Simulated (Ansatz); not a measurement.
CoSi in space group P2_13 (No. 198; Co on 4a, Si on 4a) under volume change, PBEsol (plane waves, PAW; program Ansatz), shape and atoms relaxed at each volume.

| V (Å³/atom) | E − E(relaxed) (meV/atom) | P (GPa) |
|---|---|---|
| 9.595 | 76.8 | 28.30 |
| 9.911 | 32.1 | 17.24 |
| 10.228 | 7.6 | 7.89 |
| 10.544 | 0.0 | 0.00 |
| 10.860 | 6.8 | -6.65 |
| 11.176 | 25.5 | -12.20 |
| 11.493 | 54.3 | -16.78 |

What does a third-order Birch–Murnaghan fit give for V₀, B₀ and B′?

V₀ = 10.54 Å³/atom, B₀ = 240 GPa, B′ = 4.8.

The cell was relaxed with PBEsol under the symmetry of its start; of distortions, only those at the zone centre were tested. The workflow began spin-polarised and lost its moments.

Potentials: the later of the program's two PAW sets.
